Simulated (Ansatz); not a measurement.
Input:

LaB (rock salt, Fm-3m), a = 5.6677 Å, b = 5.6677 Å, c = 5.6677 Å, α = 90.00°, β = 90.00°, γ = 90.00°; the cell used has 2 atoms.

This is the PBE-relaxed structure.

**Question.** All from the program Ansatz at the PBE level (PAW), unless another level is named. Estimate the electronic character.

**Answer.** metallic (no gap).

**Question.** And the density of states at the Fermi level?

**Answer.** 3.3 states/eV per atom (mean over ±0.08 eV).

**Question.** And the formation energy from the elements (no fitted shifts)?

**Answer.** 0.58 eV/atom.

**Question.** Predict the gap with spin–orbit coupling.

**Answer.** none (metallic).

The start of the workflow was typed in or built on a structure type; neither database checked (COD, Materials Project) lists it. Whether it is the stable phase at ambient conditions was not checked. The PBE relaxation kept the symmetry of its start; whether a distortion lowers the energy is not shown. Its formation energy is positive at this level, so the cell may be metastable or incomplete. The references are the lowest solids computed at this level, not always the standard phases. Scalar-relativistic: spin–orbit coupling is off unless named, which matters more the heavier the elements.

Potentials: the earlier of the program's two PAW sets.
